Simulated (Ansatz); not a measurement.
MgTi$_{3}$N$_{3}$O:
Space group P4/mmm (No. 123); a = b = 2.991 Å, c = 8.656 Å, α = β = γ = 90.00°

```csv
atom,site,symmetry,x,y,z
Ti,2g,4mm,0.0000,0.0000,0.2351
N,2h,4mm,0.5000,0.5000,0.2499
Ti,1c,4/mmm,0.5000,0.5000,0.0000
N,1a,4/mmm,0.0000,0.0000,0.0000
Mg,1d,4/mmm,0.5000,0.5000,0.5000
O,1b,4/mmm,0.0000,0.0000,0.5000
```

Relaxed at zero pressure with DFT-PBE in the program Ansatz with PAW potentials.

Task: The volume is lowered by 6 % and shape and atoms relax at that volume. What pressure results, and how do the axes share the change?

Result: 15.9 GPa; a -1.8 %, b -1.8 %, c -2.5 %; the energy rises by 27 meV/atom.

Task: Give the new structure.

Result: 
Space group P4/mmm (No. 123); a = 2.9370 Å, b = 2.9370 Å, c = 8.4357 Å, α = 90.00°, β = 90.00°, γ = 90.00°

```json
[
 {"atom": "Ti", "site": "2g", "symmetry": "4mm", "x": "0.0000", "y": "0.0000", "z": "0.2382"},
 {"atom": "N", "site": "2h", "symmetry": "4mm", "x": "0.5000", "y": "0.5000", "z": "0.2525"},
 {"atom": "Ti", "site": "1c", "symmetry": "4/mmm", "x": "0.5000", "y": "0.5000", "z": "0.0000"},
 {"atom": "N", "site": "1a", "symmetry": "4/mmm", "x": "0.0000", "y": "0.0000", "z": "0.0000"},
 {"atom": "Mg", "site": "1d", "symmetry": "4/mmm", "x": "0.5000", "y": "0.5000", "z": "0.5000"},
 {"atom": "O", "site": "1b", "symmetry": "4/mmm", "x": "0.0000", "y": "0.0000", "z": "0.5000"}
]
```

The phase is kept; no other phase was compared at this pressure.

The start of the workflow was typed in or built on a structure type; neither database checked (COD, Materials Project) lists it. Its standing as an ambient phase is unchecked. The cell was relaxed with PBE under the symmetry of its start; its stability against distortions is not shown here. The workflow began spin-polarised and lost its moments.

Potentials: the earlier of the program's two PAW sets.
